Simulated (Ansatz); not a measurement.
Consider the following.

Starting cell, K$_{2}$NaRhF$_{6}$ (space group Fm-3m):

```xyz
10
Lattice="0.0000 4.0695 4.0695 4.0695 0.0000 4.0695 4.0695 4.0695 0.0000" Properties=species:S:1:pos:R:3 pbc="T T T"
K      6.1043     6.1043     6.1043
K      2.0348     2.0348     2.0348
Na     4.0695     4.0695     4.0695
Rh     0.0000     0.0000     0.0000
F      1.9462     4.0695     4.0695
F      6.1929     4.0695     4.0695
F      4.0695     1.9462     4.0695
F      4.0695     6.1929     4.0695
F      4.0695     4.0695     1.9462
F      4.0695     4.0695     6.1929
```

A phonon eigenvector at Γ is frozen into this cell: atom i moves by Q times the vector below, so Q is the largest atomic displacement, in Å. The cell is held. It is one choice among 3 degenerate patterns.

```
atom      x      y       z
----  -----  -----  ------
F5    0.000  0.000   1.000
F6    0.000  0.000   1.000
F7    0.000  0.000  -1.000
F8    0.000  0.000  -1.000
```

Atoms not listed stay in place.

Method: LDA (plane waves to 420 eV, PAW, scalar-relativistic; Ansatz, a first-principles code). k mesh 7×7×7 (Γ-centred), Fermi-Dirac smearing 0.05 eV. The energy includes the smearing's −TS. K2NaRhF6 is run without spin polarisation and with no Hubbard U. K2NaRhF6 was relaxed with its symmetry unable to fall. ΔE is measured from the undisplaced structure.

The scan covers Q from -0.180 to 0.180 Å in 13 points.

Is the energy the same for equal positive and negative displacements?

Even: the same for both signs.

Which space group does the distorted structure have?

I-42m (No. 121), lowered from Fm-3m.

What is the energy change at Q = 0.180 Å?

182.5 meV/cell.

What harmonic wavenumber does the curvature at Q = 0 give?

200 cm⁻¹.

(For displaced atoms, the force is minus the slope of the energy, and its curvature is a force constant, which sets phonon frequencies.)
